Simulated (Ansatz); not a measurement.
**Structures of MgMo: which is lowest?**

Plane-wave DFT in Ansatz with scalar-relativistic PAW potentials, cutoff 420 eV, Γ-centred meshes chosen by cell and gap, Gaussian smearing with energies taken to zero width. Every cell was relaxed (cell and atoms) in a run of its own, within the symmetry of its start. Functional: PBE.

Relaxed structures (starts from databases or built by putting these elements on another compound's sites):
A. Pm-3m, 2 atoms in the computed cell, a = 3.243 Å; sites (symmetry × multiplicity) Mg m-3m × 1, Mo m-3m × 1; start: built
B. P-6m2, 2 atoms in the computed cell, a = 2.848 Å, c = 4.912 Å; sites (symmetry × multiplicity) Mg -6m2 × 1, Mo -6m2 × 1; start: built

Question: Rank them by energy. Could pressure change the order?

Answer:
| structure | group | E − E(lowest) (meV/atom) | V (Å³/atom) | gap on mesh (eV) |
| --- | --- | --- | --- | --- |
| B | P-6m2 | 0.0 | 17.25 | 0.00 |
| A | Pm-3m | 414 | 17.05 | 0.00 |

B is lowest, 414 meV/atom under A. The two lowest differ in volume by under 3 %, too little for a first-order estimate of what pressure does to that pair (other pairs aren't weighed here); with rigid cells even 3 % in favour of the higher one would need about 128 GPa. Other structures may lie lower than all of these, and vibrations aren't counted.